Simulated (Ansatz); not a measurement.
Method: DFT PBE, scalar-relativistic, plane waves, PAW in Ansatz 0.2.0. Settings: cutoff 420 eV, Γ-centred meshes spaced at most about 0.3 Å⁻¹, and about 0.25 Å⁻¹ or finer for metals (2π included), Gaussian smearing. No spin polarisation in the final relaxations.

Temperature and zero-point effects are left out.

Two forms of YLu2F3 were relaxed alike.

1.

```xyz
6
Lattice="3.5027 0.0000 0.0000 0.0000 3.5027 0.0000 0.0000 0.0000 9.5794" Properties=species:S:1:pos:R:3 pbc="T T T"
Y     0.0000    0.0000    4.7897
Lu    0.0000    1.7513    1.6026
Lu    1.7513    0.0000    7.9768
F     1.7513    1.7513    0.0000
F     0.0000    0.0000    0.0000
F     1.7513    1.7513    4.7897
```

2.

```xyz
6
Lattice="5.7851 0.0000 0.0000 -2.8926 5.0100 0.0000 0.0000 0.0000 3.8130" Properties=species:S:1:pos:R:3 pbc="T T T"
Y     0.0000    0.0000    0.0000
Lu    0.0000    3.3400    0.0000
Lu    2.8926    1.6700    0.0000
F     2.8926    0.0000    1.9065
F     1.4463    2.5050    1.9065
F    -1.4463    2.5050    1.9065
```

Problem. Which is lower in energy, and by how much?

Solution. Cell 1 is lower, by 275 meV/atom. Cell 1 has space group P-4m2 (No. 115), 19.6 Å³/atom and no gap on its mesh; cell 2 has space group P6/mmm (No. 191), 18.4 Å³/atom and no gap. Counting F atoms around Lu and Y (those within 1.25 times the shortest such distance or 1.15 times the sum of covalent radii, 1.27 where that leaves under three; the shortest distance is added where it exceeds 1.18 times the sum of covalent radii), cell 1 has Y 4, Lu 4 and cell 2 has Y 12 from 3.5 Å, Lu 6. The lower one is the more open, so pressure narrows the difference. In cell 1, around Y lie 4 F at 2.48 Å, 4 Y at 3.50 Å and 4 Lu at 3.64 Å; Lu is surrounded by 4 F at 2.37 Å, 4 Lu at 3.50 Å, 2 F at 3.64 Å and 2 Y at 3.64 Å; around F on its first site lie 4 Lu at 2.37 Å and 4 F at 2.48 Å; 2 more sites not described. In cell 2, Y is surrounded by 6 Lu at 3.34 Å, 12 F at 3.46 Å and 2 Y at 3.81 Å; Lu has 6 F at 2.53 Å, 3 Lu at 3.34 Å and 3 Y at 3.34 Å; F has 4 Lu at 2.53 Å, 4 F at 2.89 Å and 4 Y at 3.46 Å. Both come from invented guesses. A third cell relaxed alike, in R-3m, lies 17 meV/atom below the lower of the two.

Cells relaxed within their symmetry can be saddle points.
